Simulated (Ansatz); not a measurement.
Trial structure of BiTe₅, not yet relaxed:

```cif
data_structure
_symmetry_space_group_name_H-M 'P 1'
_symmetry_Int_Tables_number 1
_cell_length_a 6.8090
_cell_length_b 6.8090
_cell_length_c 6.1226
_cell_angle_alpha 90.000
_cell_angle_beta 90.000
_cell_angle_gamma 120.000
_cell_volume 245.83
loop_
_atom_site_label
_atom_site_type_symbol
_atom_site_fract_x
_atom_site_fract_y
_atom_site_fract_z
_atom_site_occupancy
Bi1 Bi 0.00000 0.00000 0.50000 1
Te1 Te 0.00000 0.33453 0.00000 1
Te2 Te 0.66547 0.66547 0.00000 1
Te3 Te 0.33453 0.00000 0.00000 1
Te4 Te 0.66667 0.33333 0.50000 1
Te5 Te 0.33333 0.66667 0.50000 1
```

Method: DFT PBE, scalar-relativistic, plane waves, PAW (Ansatz). Cutoff 420 eV; k points 3×3×4 on the computed 6-atom cell (Γ-centred); Gaussian smearing, width 0.10 eV; no spin polarisation.

Energies over the elements count from the elements' standard structures at the same level, with no fitted energy shifts.

Question: Estimate its pressure, forces and energy as it stands.

Answer: The pressure is -7.9 GPa (the mean over three directions, positive in compression), the largest force is 0.11 eV/Å, and the energy is +0.71 eV/atom against the elements. The shortest distance is 3.81 Å.

Question: How much does it gain on relaxing, and where does it end?

Answer: Relaxing gains about 0.58 eV/atom (the start's value is from the coarse mesh, so the gain is rough) in 20 ionic steps and ends at +0.13 eV/atom on the finer mesh. The symmetry stays P-62m (No. 189). The volume per atom shrinks by 22.3 %, from 41.0 to 31.8 Å³. The shortest distance goes from 3.81 Å (Te–Te) to 3.23 Å (Te–Te). The ratio c/a of the conventional cell changes by a factor of 0.71. Conventional cell: a = 7.027 Å, c = 4.468 Å. Bi has 6 Te at 3.25 Å and 6 Te at 4.06 Å; around Te on a site of symmetry m2m lie 4 Te at 3.23 Å and 2 Bi at 3.25 Å; Te on a site of symmetry -6 is surrounded by 6 Te at 3.23 Å.

The last run used a 6×6×8 mesh (in the run's order of axes) for its 6-atom cell and Gaussian smearing of 0.10 eV. Spin–orbit coupling, which can matter for Bi and Te, is left out. An odd number of electrons in the primitive cell allows no gap without spin; a larger cell or a magnetic state could open one. The cell is a metal run without spin; a magnetic state may lie lower. The reference form of Te is held partly by dispersion forces, which this level lacks. The relaxation can't lower the symmetry of the start. Symmetry constrained the relaxation, so the result can be a saddle point.
